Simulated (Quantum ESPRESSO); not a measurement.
## TaZr2F3O5 (input and log of a self-consistent run)

A calculation, not a measurement. The program is pw.x of Quantum ESPRESSO 7.5 (plane-wave density functional theory). The cell is made up: 11 atoms on a rutile lattice with one site empty, with randomly drawn elements, strain and displacements, not relaxed. PseudoDojo standard norm-conserving files (v0.5 for PBE, v0.4.1 for LDA and PBEsol) set the functional; there is no spin polarisation, spin-orbit coupling or dispersion term, and the masses in the input are unused placeholders.

Input:

```
&control calculation='scf', pseudo_dir='./dojo.nc.sr.pbe.v0_5.standard.upf', outdir='./o', disk_io='low', tprnfor=.true., tstress=.true. /
&system ibrav=0, nat=11, ntyp=4, nbnd=50, ecutwfc=84.00895049, nosym=.true., tot_charge=0,
 occupations='smearing', smearing='fd', degauss=0.0018374661
/
&electrons conv_thr=7.350e-09, electron_maxstep=60, /
ATOMIC_SPECIES
F 1.0 F.upf
O 1.0 O.upf
Ta 1.0 Ta.upf
Zr 1.0 Zr.upf
CELL_PARAMETERS angstrom
4.9344 0.0181 0.022
0.0181 4.8251 0.0678
0.0294 0.0905 6.5545
ATOMIC_POSITIONS angstrom
Ta 0.025 0.058 -0.0452
Zr 2.4796 2.4611 1.6984
Zr 2.4737 2.4382 4.99
F 1.4865 1.4313 -0.024
O 3.4248 3.3459 0.0857
O 4.0759 0.9836 1.5803
O 0.9306 3.9011 1.7108
O 1.4801 1.4966 3.3073
F 3.4606 3.4373 3.2443
O 4.0298 1.0603 4.9884
F 0.9071 3.9748 5.002
K_POINTS automatic
5 5 4 1 1 1
```

The log is shortened where brackets say so; the opening notice, blank lines, dates and the lines on written files are dropped, and the path of the files is cut. It prints rydbergs, bohrs and kilobars, and counts compression as positive stress. With no partly filled state, the Fermi energy that it prints is only some level between the filled and the empty states on the mesh, and need not lie in the true gap.

```
     Program PWSCF v.7.5
     Parallel version (MPI & OpenMP), running on       4 processor cores
     Number of MPI processes:                 4
     Threads/MPI process:                     1
     [start-up lines left out]
     bravais-lattice index     =            0
     lattice parameter (alat)  =       9.3248  a.u.
     unit-cell volume          =    1052.8781 (a.u.)^3
     number of atoms/cell      =           11
     number of atomic types    =            4
     number of electrons       =        88.00
     number of Kohn-Sham states=           50
     kinetic-energy cutoff     =      84.0090  Ry
     charge density cutoff     =     336.0358  Ry
     scf convergence threshold =      7.3E-09
     mixing beta               =       0.7000
     number of iterations used =            8  plain     mixing
     Exchange-correlation= PBE
                           (   1   4   3   4   0   0   0)
     [axes and pseudopotential details left out]
   Cartesian axes
     site n.     atom                  positions (alat units)
         1        Ta     tau(   1) = (   0.0050664   0.0117540  -0.0091600  )
         2        Zr     tau(   2) = (   0.5025046   0.4987555   0.3441901  )
         3        Zr     tau(   3) = (   0.5013089   0.4941147   1.0112510  )
         4        F      tau(   4) = (   0.3012474   0.2900608  -0.0048637  )
         5        O      tau(   5) = (   0.6940546   0.6780651   0.0173676  )
         6        O      tau(   6) = (   0.8260036   0.1993320   0.3202565  )
         7        O      tau(   7) = (   0.1885912   0.7905794   0.3467030  )
         8        O      tau(   8) = (   0.2999504   0.3032942   0.6702426  )
         9        F      tau(   9) = (   0.7013096   0.6965878   0.6574753  )
        10        O      tau(  10) = (   0.8166612   0.2148756   1.0109267  )
        11        F      tau(  11) = (   0.1838288   0.8055151   1.0136828  )
     number of k points=    50  Fermi-Dirac smearing, width (Ry)=  0.0018
                       cart. coord. in units 2pi/alat
        k(    1) = (   0.0992213   0.1005982   0.0922708), wk =   0.0400000
        k(    2) = (   0.0983917   0.0979561   0.2805207), wk =   0.0400000
     [further k points left out]
     Dense  grid:   109519 G-vectors     FFT dimensions: (  60,  54,  75)
     Estimated max dynamical RAM per process >     310.90 MB
     Estimated total dynamical RAM >       1.14 GB
     Initial potential from superposition of free atoms
     starting charge      87.9943, renormalised to      88.0000
     Starting wfcs are   62 randomized atomic wfcs
     total cpu time spent up to now is        8.2 secs
     per-process dynamical memory:   234.0 Mb
     Self-consistent Calculation
     iteration #  1     ecut=    84.01 Ry     beta= 0.70
     Davidson diagonalization with overlap
     ethr =  1.00E-02,  avg # of iterations =  2.0
     total cpu time spent up to now is       22.0 secs
     total energy              =    -644.25225359 Ry
     estimated scf accuracy    <       4.82907688 Ry
     iteration #  2     ecut=    84.01 Ry     beta= 0.70
     Davidson diagonalization with overlap
     ethr =  5.49E-03,  avg # of iterations =  6.2
     total cpu time spent up to now is       46.8 secs
     total energy              =    -639.08462475 Ry
     estimated scf accuracy    <      56.62494090 Ry
     iteration #  3     ecut=    84.01 Ry     beta= 0.70
     Davidson diagonalization with overlap
     ethr =  5.49E-03,  avg # of iterations =  6.0
     total cpu time spent up to now is       70.0 secs
     total energy              =    -646.83060597 Ry
     estimated scf accuracy    <       2.25751698 Ry
     iteration #  4     ecut=    84.01 Ry     beta= 0.70
     Davidson diagonalization with overlap
     ethr =  2.57E-03,  avg # of iterations =  2.0
     total cpu time spent up to now is       84.5 secs
     total energy              =    -646.99306906 Ry
     estimated scf accuracy    <       0.63917303 Ry
     iteration #  5     ecut=    84.01 Ry     beta= 0.70
     Davidson diagonalization with overlap
     ethr =  7.26E-04,  avg # of iterations =  1.0
     total cpu time spent up to now is       97.5 secs
     total energy              =    -646.93094454 Ry
     estimated scf accuracy    <       0.38708829 Ry
     [iterations 6 to 13 left out]
     iteration # 14     ecut=    84.01 Ry     beta= 0.70
     Davidson diagonalization with overlap
     ethr =  9.11E-09,  avg # of iterations =  3.9
     total cpu time spent up to now is      254.4 secs
     total energy              =    -646.93963815 Ry
     estimated scf accuracy    <       0.00000141 Ry
     iteration # 15     ecut=    84.01 Ry     beta= 0.70
     Davidson diagonalization with overlap
     ethr =  1.60E-09,  avg # of iterations =  2.3
     total cpu time spent up to now is      269.1 secs
     total energy              =    -646.93963817 Ry
     estimated scf accuracy    <       0.00000041 Ry
     iteration # 16     ecut=    84.01 Ry     beta= 0.70
     Davidson diagonalization with overlap
     ethr =  4.61E-10,  avg # of iterations =  4.7
     total cpu time spent up to now is      287.0 secs
     total energy              =    -646.93963829 Ry
     estimated scf accuracy    <       0.00000011 Ry
     iteration # 17     ecut=    84.01 Ry     beta= 0.70
     Davidson diagonalization with overlap
     ethr =  1.28E-10,  avg # of iterations =  2.2
     total cpu time spent up to now is      301.8 secs
     total energy              =    -646.93963830 Ry
     estimated scf accuracy    <       0.00000004 Ry
     iteration # 18     ecut=    84.01 Ry     beta= 0.70
     Davidson diagonalization with overlap
     ethr =  4.09E-11,  avg # of iterations =  3.9
     total cpu time spent up to now is      317.5 secs
     End of self-consistent calculation
          k = 0.0992 0.1006 0.0923 ( 13687 PWs)   bands (ev):
   -62.4456 -42.5946 -41.6664 -29.1148 -28.8265 -28.6160 -21.8655 -20.7471
   -20.5545 -20.1630 -19.7172 -19.6004 -18.9930 -16.9513 -15.5130 -10.5779
    -9.8300  -9.2801  -8.5322  -8.2404  -2.6615  -1.8741  -1.3086   0.0367
     1.1341   1.4238   1.9343   2.1566   2.6588   2.7062   2.8327   3.0109
     3.2616   3.5909   4.3121   4.6313   4.9516   5.3185   5.4878   5.6710
     5.9001   6.0557   6.5394   6.7146   8.9170   9.3067   9.5021   9.5449
    10.0954  10.4913
     [levels at the other k points left out]
     the Fermi energy is     7.4914 ev
!    total energy              =    -646.93963830 Ry
     estimated scf accuracy    <          3.4E-09 Ry
     smearing contrib. (-TS)   =      -0.00000000 Ry
     internal energy E=F+TS    =    -646.93963830 Ry
     The total energy is F=E-TS. E is the sum of the following terms:
     one-electron contribution =    -247.44765552 Ry
     hartree contribution      =     164.11014298 Ry
     xc contribution           =    -144.02262407 Ry
     ewald contribution        =    -419.57950169 Ry
     convergence has been achieved in  18 iterations
     Forces acting on atoms (cartesian axes, Ry/au):
     atom    1 type  3   force =    -0.22650367   -0.06308236    0.21159134
     atom    2 type  4   force =    -0.02118994   -0.00008751    0.18121666
     atom    3 type  4   force =     0.08434436   -0.03263517   -0.23976316
     atom    4 type  1   force =     0.00105640   -0.00414902    0.02139365
     atom    5 type  2   force =     0.03343372    0.05278798   -0.05907176
     atom    6 type  2   force =     0.00518353   -0.01330026   -0.16624168
     atom    7 type  2   force =     0.02836074   -0.00621945   -0.16793503
     atom    8 type  2   force =     0.10799879    0.09366896    0.05214913
     atom    9 type  1   force =    -0.02944085   -0.02263029    0.03129070
     atom   10 type  2   force =    -0.01252080    0.01387745    0.10600608
     atom   11 type  1   force =     0.02927773   -0.01823035    0.02936409
     Total force =     0.550379     Total SCF correction =     0.000131
     Computing stress (Cartesian axis) and pressure
          total   stress  (Ry/bohr**3)                   (kbar)     P=      -98.65
  -0.00056357   0.00033981  -0.00025121          -82.90       49.99      -36.95
   0.00033981  -0.00033867  -0.00006012           49.99      -49.82       -8.84
  -0.00025121  -0.00006012  -0.00110955          -36.95       -8.84     -163.22
     init_run     :      7.72s CPU      8.04s WALL (       1 calls)
     electrons    :    307.65s CPU    309.26s WALL (       1 calls)
     forces       :      2.71s CPU      2.74s WALL (       1 calls)
     stress       :      9.80s CPU     10.05s WALL (       1 calls)
     [timing details left out]
     PWSCF        :   5m28.19s CPU   5m30.49s WALL
     JOB DONE.
```

In other units: free energy -8802.062 eV for the cell, pressure -9.86 GPa, largest force component 6.165 eV/Å. A rerun of the same cell at another strain at a cutoff of 1467 eV and k mesh 7 x 7 x 6 moved values by no more than 0.004 eV in energy, 0.03 GPa in stress and 0.002 eV/Å in force.